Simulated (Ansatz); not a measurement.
Li: frozen-core PAW against all-electron methods

```
Li
1.0
     1.55050    0.89518    7.58830
    -1.55050    0.89518    7.58830
     0.00000   -1.79036    7.58830
Li
3
Direct
  0.00000 0.00000 0.00000
  0.22200 0.22200 0.22200
  0.77800 0.77800 0.77800
```

Atoms are numbered in the order listed.

Conventional cell: a = 3.101 Å, b = 3.101 Å, c = 22.765 Å, α = 90.00°, β = 90.00°, γ = 120.00°. Around Li (atom 1) lie 12 Li at 3.10 Å. Li (atom 2) is surrounded by 12 Li at 3.09 to 3.10 Å.

The cell is a measured one (Crystallography Open Database entry 9017802); the temperature and pressure of the measurement aren't taken into account, and nothing was relaxed.

Levels of theory: DFT, LDA, PAW with Ansatz's default frozen-core files, scalar-relativistic (Ansatz 0.2.0); DFT, LDA, all-electron LAPW, scalar-relativistic (Ansatz 0.2.0).

For PAW: a Γ-centred 12×12×12 k mesh, Fermi–Dirac smearing of 0.08 eV, cutoff 420 eV, no spin polarisation; the PAW files were made with PBE, and the program remakes their frozen cores for this functional. LAPW targets a basis error of 1 meV/atom. The Ansatz runs share mesh, smearing and spin set-up. Plane-wave (PAW) pressures include the program's estimate of the Pulay term.

Stress and pressure are positive in compression.

Levels count from the Fermi level.

PAW results:

```csv
quantity,PAW
pressure (GPa),-1.32
stress xx (GPa),-1.26
stress zz (GPa),-1.43
highest filled level at L (eV),-0.037
lowest empty level at L (eV),0.815
highest filled level at S2 (eV),-45.630
lowest empty level at S2 (eV),1.481
highest filled level at H2 (eV),-45.630
lowest empty level at H2 (eV),1.485
```

(1) What does all-electron LAPW give for the same quantities?

Answers

(1) 
```
                       quantity     LAPW
                 pressure (GPa)    -1.31
                stress xx (GPa)    -1.25
                stress zz (GPa)    -1.42
 highest filled level at L (eV)   -0.037
   lowest empty level at L (eV)    0.815
highest filled level at S2 (eV)  -45.663
  lowest empty level at S2 (eV)    1.481
highest filled level at H2 (eV)  -45.663
  lowest empty level at H2 (eV)    1.485
```
